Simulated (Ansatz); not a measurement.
Ansatz (a first-principles code) input:

Ansatz 0.2 input:
```yaml
crystal:
  lattice:
    - [3.0445267944, 0.0, 0.0]
    - [-1.5222633972, 2.6366375464, 0.0]
    - [0.0, 0.0, 13.2904270262]
  atoms:
    - { symbol: Ti, position: [0.3333333333, 0.6666666667, 0.0853980351] }
    - { symbol: Ti, position: [0.6666666667, 0.3333333333, 0.9146019649] }
    - { symbol: Ti, position: [0.6666666667, 0.3333333333, 0.5853980351] }
    - { symbol: Ti, position: [0.3333333333, 0.6666666667, 0.4146019649] }
    - { symbol: Ga, position: [0.3333333333, 0.6666666667, 0.75] }
    - { symbol: Ga, position: [0.6666666667, 0.3333333333, 0.25] }
    - { symbol: C, position: [0.0, 0.0, 0.5] }
    - { symbol: C, position: [0.0, 0.0, 0.0] }
kpoints:
  mp_grid: { grid: [15, 15, 3] }
hamiltonian:
  xc: pbesol
  pseudopotentials: { kind: paw }
scf:
  occupations: { method: fermi_dirac, width: 0.1 }
phonons:
  method: dfpt
  response_accuracy: low
  eigenvectors: true
  rigid_motions: translations
```

Output (shortened):

```
Pseudopotential: Ti, paw, valence charge 12
Pseudopotential: Ga, paw, valence charge 13
Pseudopotential: C, paw, valence charge 4
Functional definition: PBEsol
Crystal: 8 atoms, lattice volume = 106.686 Å³
Basis set: ecut = 420 eV, 2061 PW (Γ), exchange–correlation on 48×48×180 points (8 copies of the dense FFT grid, shifted against one another)
Bands: 50, of which v1, the nominal top of the filled ones, is band 41 counted from 1 (40 counted from 0)
Symmetry: 24 space group operations
k-points: 184 of 675 (irreducible under 2 space group operations, time reversal used)
SCF iter   1: F=—  HF=-17882.094828 eV  |F-HF|=—  |Δ(HF+E_count)|=         —  Δρ=7.29e-3  dr2=9.33e-2  ethr=1.77e-3  ⟨swp⟩=5.6  Hψ=35380  notcnv=0  defer=4
preconditioner: auto → Kerker (q_TF=auto, 2.611 Å⁻¹)
SCF iter   2: F=—  HF=-17882.078666 eV  |F-HF|=—  |Δ(HF+E_count)|=   1.62e-2  Δρ=3.14e-3  dr2=2.58e-2  ethr=1.14e-4  ⟨swp⟩=2.0  Hψ=12739  notcnv=0
SCF iter   3: F=—  HF=-17882.074226 eV  |F-HF|=—  |Δ(HF+E_count)|=   4.44e-3  Δρ=6.88e-4  dr2=1.48e-3  ethr=3.15e-5  ⟨swp⟩=2.0  Hψ=11295  notcnv=0
SCF iter   4: F=—  HF=-17882.073998 eV  |F-HF|=—  |Δ(HF+E_count)|=   2.28e-4  Δρ=3.72e-4  dr2=3.42e-4  ethr=1.81e-6  ⟨swp⟩=2.0  Hψ=13797  notcnv=0
SCF iter   5: F=—  HF=-17882.073914 eV  |F-HF|=—  |Δ(HF+E_count)|=   8.42e-5  Δρ=1.51e-4  dr2=4.78e-5  ethr=4.18e-7  ⟨swp⟩=2.0  Hψ=13789  notcnv=0
SCF iter   6: F=—  HF=-17882.073901 eV  |F-HF|=—  |Δ(HF+E_count)|=   1.31e-5  Δρ=4.31e-5  dr2=3.70e-6  ethr=5.83e-8  ⟨swp⟩=2.0  Hψ=13789  notcnv=0
SCF iter   7: F=—  HF=-17882.073901 eV  |F-HF|=—  |Δ(HF+E_count)|=   2.04e-8  Δρ=1.09e-5  dr2=2.26e-7  ethr=4.51e-9  ⟨swp⟩=2.0  Hψ=11473  notcnv=0
SCF iter   8: F=—  HF=-17882.073901 eV  |F-HF|=—  |Δ(HF+E_count)|=   3.26e-8  Δρ=2.52e-6  dr2=6.43e-9  ethr=2.75e-10  ⟨swp⟩=2.1  Hψ=12500  notcnv=0
SCF iter  11: F=-17882.073901 eV  HF=-17882.073901 eV  |F-HF|=1.09e-11  |Δ(HF+E_count)|=    0.00e0  Δρ=6.90e-8  dr2=5.96e-12  ethr=1.00e-12  ⟨swp⟩=5.4  Hψ=37744  notcnv=0
SCF 1 converged in 11 iterations: F = -17882.073901 eV  dr2 = 5.96e-12
DFPT response loops at Γ: preconditioner auto → Kerker (q_TF=auto, 2.611 Å⁻¹) (partly filled bands, converged f_vac=0.000) …
SCF converged after 11 iterations
Free energy (F): -17882.073901 eV
Harris-Foulkes:  -17882.073901 eV  (|F-HF|=1.09e-11)
Internal energy: -17881.981590 eV  (E = F + TS)
E sigma→0 (E₀):  -17882.027745 eV
Entropy (-TS):   -0.092311 eV (-11.539 meV/atom)
Fermi energy:    13.106138 eV
--- Per-component energies (eV) ---
  E_band       = -553.821720
  E_kinetic    = 1507.647501
  E_local      = -6644.304642  (includes V_loc(G=0)·N_el)
  E_nonlocal   = 931.428741
  E_hartree    = 2943.554047
  E_xc         = -627.647819
  E_vxc        = -731.835989  (∫ρ·V_xc dr)
  E_paw        = -8171.061825  (= ΣΔE_a)
  E_vpaw       = -1503.865902  (= ΣTr[D̂ρ^β])
  E_aug_tail   = 0.000341  (compensation charges beyond the density's cutoff)
  E_ewald      = -7823.923627
  E_core_change = 2.325694  (= ΣΔE_core)
  E_smearing   = -0.092311  (= −TS)
  E_closure    = 0.000000  (closes the sum)
  Σ components = -17882.073901   (vs F -17882.073901, Δ=0.00e0)
  [band-id]    e_kinetic+e_local+e_nonlocal+2·e_hartree+e_vxc+e_vpaw+e_augmentation_tail = -553.821858   (vs E_band -553.821720, Δ=-1.38e-4)
--- Band table (eV; the first three rows and the last of 184) ---
  k-point 0: bands = ["-43.1659", "-43.1658", "-43.0849", "-43.0848", "-19.8254", "-19.8211", "-19.4021", "-19.3974", "-19.3238", "-19.3238", "-19.3237", "-19.3237", "-19.2687", "-19.2687", "-19.2686", "-19.2686", "-1.0391", "-1.0391", "-1.0390", "-1.0390", …
  k-point 1: bands = ["-43.1659", "-43.1659", "-43.0849", "-43.0848", "-19.8243", "-19.8222", "-19.4009", "-19.3986", "-19.3238", "-19.3238", "-19.3237", "-19.3237", "-19.2687", "-19.2687", "-19.2687", "-19.2687", "-1.0391", "-1.0391", "-1.0391", "-1.0391", …
  k-point 2: bands = ["-43.1629", "-43.1628", "-43.0834", "-43.0833", "-19.8204", "-19.8162", "-19.4104", "-19.4061", "-19.3346", "-19.3343", "-19.3302", "-19.3301", "-19.2832", "-19.2830", "-19.2701", "-19.2700", "-1.0418", "-1.0418", "-1.0313", "-1.0313", …
  k-point 183: bands = ["-43.0922", "-43.0921", "-43.0595", "-43.0595", "-19.7501", "-19.7496", "-19.6660", "-19.6653", "-19.5657", "-19.5652", "-19.4389", "-19.4384", "-19.4047", "-19.4041", "-19.3640", "-19.3637", "-1.0554", "-1.0553", "-0.9788", "-0.9784", …
--- Phonons (Γ-DFPT): 6 representative perturbations + reference, on 184 of 675 k-points (Σ response iterations 22) ---
  ASR residual: 9.108e-4 → 0.000e0 eV/Å²; symmetrization residual: 1.215e-4 eV/Å²
  ASR residual per site (eV/Å²): 9.11e-4 9.11e-4 9.11e-4 9.11e-4 2.65e-4 2.65e-4 1.03e-4 1.03e-4
  Γ frequencies (cm⁻¹): 0.00 0.00 0.00 94.67 94.67 97.20 97.20 125.79 125.79 153.61 172.37 239.77 268.16 268.16 271.66 271.66 367.48 386.91 611.94 621.73 663.05 663.05 663.41 663.41
  non-analytic LO–TO correction: not included (Born effective charges unavailable; polar crystals: no LO–TO splitting at Γ)
```

Cost: around 7 core-minutes (rough) on shared cores.

Space group P6_3/mmc. The workflow started from a Materials Project entry (that database holds measured and hypothetical structures alike); the Crystallography Open Database copy checked does not list it. Its standing as an ambient phase is unchecked. The PBEsol relaxation kept the symmetry of its start; its stability against distortions is not shown here. The run is not spin-polarised. As this level gives no gap, phonon frequencies hold no LO–TO term and depend on the k-mesh and smearing (Fermi–Dirac, 0.1 eV here). Spin–orbit coupling is left out wherever it is not named.

Potentials: the later of the program's two PAW sets.

Ansatz is a plane-wave DFT program.
